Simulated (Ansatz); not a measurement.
## Map of one atom of the cell for Bi (A7 type, space group R-3m)

Bi (A7 type, space group R-3m)

```xyz
2
Lattice="2.2608 1.3053 4.0094 -2.2608 1.3053 4.0094 0.0000 -2.6105 4.0094" Properties=species:S:1:pos:R:3 pbc="T T T"
Bi     0.0000     0.0000     2.8115
Bi     0.0000     0.0000     9.2167
```

Two-dimensional scan of atom 1 (Bi, nearest neighbour Bi at 3.069 Å; its periodic images, 4.5 Å or more away, move with it): u runs along (0.707, 0.707, 0.000), v along (0.000, 0.000, 1.000) (Cartesian). Cell and other atoms are fixed.

Computed with r2SCAN+rVV10 (plane waves to 500 eV, PAW, scalar-relativistic; Ansatz, a quantum-chemistry and plane-wave program). k mesh 10×10×10 (Γ-centred), Fermi-Dirac smearing 0.05 eV. E stands for the smeared free energy. Stress and pressure are positive under compression. Points where atoms come too close for the PAW data are left out (x in tables, blank in figures). With partly filled bands, energies and forces of such displacements shift with the k mesh and the smearing. Bi was relaxed with its symmetry unable to fall. Spin-orbit coupling is left out, though Bi is heavy. The PAW data are Ansatz's earlier set. The zero of ΔE is the undisplaced structure. Axes are in Å.

ΔE (eV/cell), with u across and v down:

```tsv
v \ u	-1.010	-0.505	0.000	0.505	1.010
-1.010	x	3.968	2.331	x	x
-0.505	3.751	1.660	0.712	2.187	x
0.000	1.432	0.310	0.000	0.467	3.027
0.505	1.643	0.213	0.119	0.170	1.237
1.010	x	1.004	0.138	0.715	2.161
```

P (GPa), with u across and v down:

```
v \ u   -1.010  -0.505  0.000  0.505  1.010
------  ------  ------  -----  -----  -----
-1.010       x    26.3   18.3      x      x
-0.505    24.3    12.8    8.0   16.1      x
0.000     10.3     3.0    0.0    4.0   19.6
0.505     10.8     1.0   -2.2    0.8    8.3
1.010        x     8.5    3.1    6.6   15.2
```

What the scan shows:

Lowest place on the grid: u = 0.000 Å, v = 0.000 Å (0 meV/cell).

(A displaced cell: forces are minus the slopes of the energy, force constants its curvatures, and phonons follow from these.)
